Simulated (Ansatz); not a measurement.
Tc:
```xyz
2
Lattice="2.7522 0.0000 0.0000 -1.3761 2.3835 0.0000 0.0000 0.0000 4.4027" Properties=species:S:1:pos:R:3 pbc="T T T"
Tc     0.0000     1.5890     3.3020
Tc     1.3761     0.7945     1.1007
```

Relaxed with PBE. Special points in fractions of this cell's reciprocal vectors: Γ (0.000, 0.000, 0.000); M (0.500, 0.000, 0.000); K (0.333, 0.333, 0.000); A (0.000, 0.000, 0.500); L (0.500, 0.000, 0.500); H (0.333, 0.333, 0.500).

Q: List the band energies nearest the Fermi level at these points for PBE in the plane-wave PAW code Ansatz.

A: In eV from the Fermi level; about four levels below and three above (degenerate sets whole), none deeper than 8.9 eV; … stands for higher levels left out; points with the same levels are listed once.

```tsv
k	below	above
Γ	-0.80 -0.80 -0.13 -0.13	1.70 …
M	-1.88 -1.10 -0.92 -0.47	2.89 3.30 3.32
K	-2.85 -1.84 -1.84 -0.02	2.30 2.30 2.71
A	-1.65 -1.65 -1.65 -1.65	…
L	-5.23 -5.23 -3.62 -3.62	0.14 0.14 1.42 1.42
H	-1.74 -1.74 -0.07 -0.07	2.58 2.58 …
```

Space group P6_3/mmc (hcp (Mg type)). The PBE relaxation kept the symmetry of its start. The run is not spin-polarised. Scalar-relativistic: spin–orbit coupling is off unless named, which matters more the heavier the elements.

Potentials: the later of the program's two PAW sets.
